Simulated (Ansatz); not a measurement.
The cell is COD entry 1522700, as deposited and not checked against the literature; nothing was relaxed. The listed cell was then made from it by scaling, straining or moving an atom.

An input for ZrHg₃: DFT, PBEsol, all-electron PAW with datasets made for the crystal, scalar-relativistic (Ansatz 0.2.0).

Command: `ansatz run input.yaml --threads 1 --pin off --max-ram 4096MiB --backend cpu --events-out ev --progress --plain --runs-dir out` The run took 28 s on 1 thread of Arm Neoverse V1, with other jobs on the host, peak memory 0.64 GiB.

```yaml
crystal:
  lattice:
    - [4.2760892818, 0.0, 0.0]
    - [0.0, 4.2760892818, 0.0]
    - [0.0, 0.0, 4.2760892818]
  atoms:
    - { symbol: Zr, position: [0.0, 0.0, 0.0] }
    - { symbol: Hg, position: [0.0, 0.5, 0.5] }
    - { symbol: Hg, position: [0.5, 0.0, 0.5] }
    - { symbol: Hg, position: [0.5, 0.5, 0.0] }
kpoints:
  mp_grid: { grid: [8, 8, 8] }
scf:
  occupations: { method: fermi_dirac, width: 0.05 }
hamiltonian:
  xc: pbesol
  pseudopotentials: { kind: all_electron, datasets: crystal }
output:
  forces: true
  stress: true
  eigenvalues: true
  efg: { contact_densities: true }
```

The results part of the log:

```
SCF 1 converged in 11 iterations: F = -1698925.934238 eV  dr2 = 1.40e-8
  Residual-converged pass: ⟨swp⟩=3.0  Hψ=2934  notcnv=0  max |occ|·‖R‖ = 6.6e-6 eV (tolerance 6.7e-6 eV)  dr2=1.36e-8  dr2_onsite=2.94e-9  max |Δocc| = 1.5e-9
  greatest PAW one-centre occupation: 1.000 electrons in one spin orbital (limit 2), on the Hg atom at site 1 (counted from 0), in its partial waves of l = 0
SCF converged after 11 iterations
Free energy (F): -1698925.934238 eV
Harris-Foulkes:  -1698925.934238 eV  (|F-HF|=8.61e-9)
Internal energy: -1698925.903738 eV  (E = F + TS)
E sigma→0 (E₀):  -1698925.918988 eV
Entropy (-TS):   -0.030500 eV (-7.625 meV/atom)
Past the cutoff: the bands carry plane waves up to 1.75 times it, of which those up to 1.5 times it add -0.000406 eV an atom, each by itself; the spheres take 0.000531 eV an atom off the energy for waves past 1.75 times it
By the cutoff:   a pressure is off by up to 0.009 GPa (1.2 times the spheres' own share and the shells' term, over an atom's volume, and 0.004 GPa: a bound that held against runs at twice the plane waves)
Past the cutoffs: a stress includes 0.0001 GPa for waves and charges beyond them, in addition to the slope of what the spheres take
In the spheres:  the bands' charges fall short by 1.3e-6 e at most (sound up to 1e-3)
Fermi energy:    21.703446 eV
--- Per-component energies (eV) ---
  The terms above E_closure are by the made datasets' own strengths, without shells solved beside the bands.
--- Forces (eV/Å), atoms counted from 1 ---
  atom   1  Zr    -0.00000000     0.00000000    -0.00000000
  atom   2  Hg    -0.00000000     0.00000000    -0.00000000
  atom   3  Hg    -0.00000000     0.00000000     0.00000000
  atom   4  Hg     0.00000000    -0.00000000    -0.00000000
  max |Σ_I F_I| component: 1.04e-28 eV/Å
--- Stress (GPa, compression-positive) ---
        7.153616      -0.000000      -0.000000
       -0.000000       7.153616       0.000000
       -0.000000       0.000000       7.153616
  P = ⅓ Tr σ = 7.1536 GPa (71.536 kbar)
--- PAW observables at the nuclei: V_zz in 10²¹ V/m², potentials from the cell's mean, atoms counted from 1 ---
  atom   1  Zr V_zz =    -0.000000   η = 0.0000   by run symmetry: forbidden
            electrostatic potential = -5931.875026 V   contact ρ = 489762.930841 e/Å³
  atom   2  Hg V_zz =   +20.032253   η = 0.0000   by run symmetry: allowed
            electrostatic potential = -16796.181552 V   contact ρ = 14102790.426064 e/Å³
  atom   3  Hg V_zz =   +20.032253   η = 0.0000   by run symmetry: allowed
            electrostatic potential = -16796.181554 V   contact ρ = 14102790.426102 e/Å³
  atom   4  Hg V_zz =   +20.032253   η = 0.0000   by run symmetry: allowed
            electrostatic potential = -16796.181552 V   contact ρ = 14102790.426082 e/Å³
--- Band table (eV; the first three rows and the last of 35) ---
  k-point 0: bands = ["-93.5661", "-93.5626", "-93.5626", "-41.9749", "-41.9749", "-41.9749", "-41.9510", "-41.9510", "-41.9510", "-41.9098", "-41.9098", "-41.9098", "-27.3011", "-5.3717", "-5.3717", "-5.3717", "11.6721", "12.9604", "13.0808", "13.0808", "13.0808", "13.1884", "13.1884", "14.5326", "14.5326", "14.5326", "15.2716", "15.2716", "15.7539", "16.0111", "16.0111", "16.0111", "20.9564", "20.9564", "21.6921", "21.6921", "21.6921", "24.1352", "24.1352", "24.1352"]
  k-point 1: bands = ["-93.5659", "-93.5628", "-93.5626", "-41.9737", "-41.9737", "-41.9730", "-41.9513", "-41.9513", "-41.9511", "-41.9117", "-41.9107", "-41.9107", "-27.3009", "-5.3784", "-5.3722", "-5.3722", "11.8293", "13.0378", "13.1147", "13.1538", "13.1538", "13.2384", "13.2805", "14.4919", "14.5544", "14.5544", "15.2080", "15.2754", "15.6899", "15.8406", "15.8406", "16.0113", "19.6459", "20.9974", "21.6663", "21.6663", "22.4856", "24.1087", "24.2355", "24.2355"]
  k-point 2: bands = ["-93.5656", "-93.5631", "-93.5626", "-41.9707", "-41.9707", "-41.9681", "-41.9522", "-41.9522", "-41.9512", "-41.9170", "-41.9128", "-41.9128", "-27.3002", "-5.3945", "-5.3735", "-5.3735", "12.2686", "13.2059", "13.2475", "13.3674", "13.3674", "13.3834", "13.5358", "14.3843", "14.5996", "14.5996", "15.0384", "15.2733", "15.4230", "15.4230", "15.5140", "16.0116", "17.9214", "21.1302", "21.4936", "21.4936", "22.9846", "24.0465", "24.1723", "24.7249"]
  k-point 34: bands = ["-93.5638", "-93.5638", "-93.5638", "-41.9784", "-41.9784", "-41.9784", "-41.9738", "-41.9311", "-41.9311", "-41.9311", "-41.9034", "-41.9034", "-27.2981", "-5.3964", "-5.3964", "-5.3964", "12.9048", "12.9048", "12.9048", "13.1469", "14.0485", "14.0485", "14.0485", "14.6029", "14.6029", "14.6029", "14.8113", "14.8113", "15.8003", "15.8003", "15.8003", "19.1426", "19.1426", "19.1426", "19.2068", "20.3569", "20.3569", "20.3569", "24.1686", "24.1686"]
```
